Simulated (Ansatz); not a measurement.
ZrAg:
```cif
data_Ag2Zr2
_chemical_formula_sum 'Zr2 Ag2'
_space_group_name_H-M_alt 'P 1'
_space_group_IT_number 1
_cell_length_a 5.88062
_cell_length_b 5.88062
_cell_length_c 4.69590
_cell_angle_alpha 90.000
_cell_angle_beta 90.000
_cell_angle_gamma 151.700
loop_
_space_group_symop_operation_xyz
  'x, y, z'
loop_
_atom_site_label
_atom_site_type_symbol
_atom_site_fract_x
_atom_site_fract_y
_atom_site_fract_z
_atom_site_occupancy
Zr1 Zr 0.66326 0.33674 0.25000 1
Ag1 Ag 0.93009 0.06991 0.25000 1
Zr2 Zr 0.33674 0.66326 0.75000 1
Ag2 Ag 0.06991 0.93009 0.75000 1
```

Relaxed with PBEsol.

Which orbitals make up the states near the Fermi level in DFT-PBEsol in the program Ansatz with PAW potentials?

Within 0.5 eV of the Fermi level: Zr 4d 80 %, Ag 4d 5 %, outside the projected shells 7 %. Projections are on Löwdin-orthogonalised atomic valence shells; empty p or d shells of many metals are not among them.

Tabulate the density of states.

States/eV per cell of 4 atoms, in 0.25 eV bins, energy from the Fermi level.

| E (eV) | total | Ag 4d | Zr 4d | Zr 5s |
|---|---|---|---|---|
| -7.30 | 0.00 | 0.00 | 0.00 | 0.00 |
| -7.05 | 0.06 | 0.00 | 0.00 | 0.03 |
| -6.80 | 0.22 | 0.01 | 0.00 | 0.08 |
| -6.55 | 0.37 | 0.03 | 0.01 | 0.12 |
| -6.30 | 0.77 | 0.24 | 0.03 | 0.16 |
| -6.05 | 6.82 | 5.56 | 0.39 | 0.30 |
| -5.80 | 14.60 | 12.32 | 0.94 | 0.34 |
| -5.55 | 10.96 | 9.65 | 0.58 | 0.27 |
| -5.30 | 7.91 | 6.97 | 0.38 | 0.27 |
| -5.05 | 9.58 | 8.58 | 0.43 | 0.28 |
| -4.80 | 9.73 | 8.66 | 0.47 | 0.22 |
| -4.55 | 10.15 | 9.49 | 0.33 | 0.13 |
| -4.30 | 7.52 | 6.84 | 0.31 | 0.13 |
| -4.05 | 5.12 | 4.44 | 0.27 | 0.16 |
| -3.80 | 1.58 | 0.90 | 0.16 | 0.24 |
| -3.55 | 1.08 | 0.34 | 0.18 | 0.26 |
| -3.30 | 1.20 | 0.28 | 0.28 | 0.26 |
| -3.05 | 1.41 | 0.28 | 0.40 | 0.24 |
| -2.80 | 1.77 | 0.30 | 0.62 | 0.21 |
| -2.55 | 1.47 | 0.20 | 0.60 | 0.22 |
| -2.30 | 1.40 | 0.18 | 0.64 | 0.24 |
| -2.05 | 1.48 | 0.20 | 0.74 | 0.24 |
| -1.80 | 1.89 | 0.26 | 1.09 | 0.27 |
| -1.55 | 2.20 | 0.27 | 1.39 | 0.28 |
| -1.30 | 3.84 | 0.35 | 2.71 | 0.42 |
| -1.05 | 3.91 | 0.28 | 2.84 | 0.40 |
| -0.80 | 3.12 | 0.21 | 2.41 | 0.17 |
| -0.55 | 3.27 | 0.20 | 2.55 | 0.16 |
| -0.30 | 3.72 | 0.21 | 2.97 | 0.14 |
| -0.05 | 4.08 | 0.23 | 3.33 | 0.15 |
| 0.20 | 4.35 | 0.19 | 3.53 | 0.17 |
| 0.45 | 3.68 | 0.17 | 2.87 | 0.19 |
| 0.70 | 2.11 | 0.11 | 1.58 | 0.10 |
| 0.95 | 2.67 | 0.13 | 1.85 | 0.16 |
| 1.20 | 2.84 | 0.13 | 1.89 | 0.18 |
| 1.45 | 3.10 | 0.15 | 2.19 | 0.15 |
| 1.70 | 2.76 | 0.14 | 2.01 | 0.16 |
| 1.95 | 2.20 | 0.11 | 1.74 | 0.10 |
| 2.20 | 2.45 | 0.11 | 2.04 | 0.09 |
| 2.45 | 3.64 | 0.15 | 3.05 | 0.14 |
| 2.70 | 3.71 | 0.15 | 3.12 | 0.13 |
| 2.95 | 4.90 | 0.18 | 4.11 | 0.16 |
| 3.20 | 3.95 | 0.11 | 3.36 | 0.16 |
| 3.45 | 3.95 | 0.09 | 3.33 | 0.22 |
| 3.70 | 3.10 | 0.07 | 2.45 | 0.27 |

Space group Cmcm. The start of the workflow was typed in or built on a structure type; neither database checked (COD, Materials Project) lists it. COD files the formula under space group No. 129. Its standing as an ambient phase is unchecked. Symmetry was held in the PBEsol relaxation; whether a distortion lowers the energy is not shown. The run is not spin-polarised. Scalar-relativistic: spin–orbit coupling is off unless named, which matters more the heavier the elements.

Potentials: the later of the program's two PAW sets.
